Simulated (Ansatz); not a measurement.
AlOF:
```cif
data_Al3F3O3
_chemical_formula_sum 'Al3 O3 F3'
_space_group_name_H-M_alt 'P 1'
_space_group_IT_number 1
_cell_length_a 5.37854
_cell_length_b 5.08831
_cell_length_c 4.82251
_cell_angle_alpha 68.233
_cell_angle_beta 77.568
_cell_angle_gamma 83.334
loop_
_space_group_symop_operation_xyz
  'x, y, z'
loop_
_atom_site_label
_atom_site_type_symbol
_atom_site_fract_x
_atom_site_fract_y
_atom_site_fract_z
_atom_site_occupancy
Al1 Al 0.19514 0.46857 0.51290 1
Al2 Al 0.74528 0.55919 0.09202 1
Al3 Al 0.50155 0.97329 0.43362 1
O1 O 0.22423 0.12214 0.56794 1
F1 F 0.95116 0.62925 0.30582 1
O2 O 0.69237 0.21861 0.15538 1
F2 F 0.06751 0.54758 0.83456 1
F3 F 0.65374 0.81004 0.75724 1
O3 O 0.46901 0.67134 0.34051 1
```

Relaxed with r²SCAN.

Question: Tabulate the valence density and the electron localisation function along the shortest Al–F contact (1.73 Å), the program Ansatz at the r²SCAN level (PAW).

Answer: 

```csv
distance from Al (Å),density (e/Å³),ELF
0.17,0.05,0.05
0.26,0.05,0.00
0.35,0.06,0.01
0.43,0.09,0.01
0.52,0.14,0.08
0.60,0.22,0.27
0.69,0.34,0.51
0.78,0.50,0.67
0.86,0.72,0.75
0.95,1.04,0.79
1.04,1.51,0.81
1.12,2.27,0.81
1.21,3.46,0.80
1.29,5.18,0.76
1.38,7.39,0.70
1.47,9.88,0.61
1.55,12.26,0.52
```

The density is the valence pseudo-density with augmentation charge, so density and ELF within about 1 Å of a nucleus are not all-electron values.

Space group P1. The start of the workflow was typed in or built on a structure type; neither database checked (COD, Materials Project) lists it. Its standing as an ambient phase is unchecked. The cell was relaxed with r²SCAN; its stability against distortions is not shown here. The volume moved by -16 % from the start of the relaxation.

Potentials: the earlier of the program's two PAW sets. The files were generated under PBE; for other functionals the program regenerates the frozen cores, and for LDA and PBEsol the local potential too.
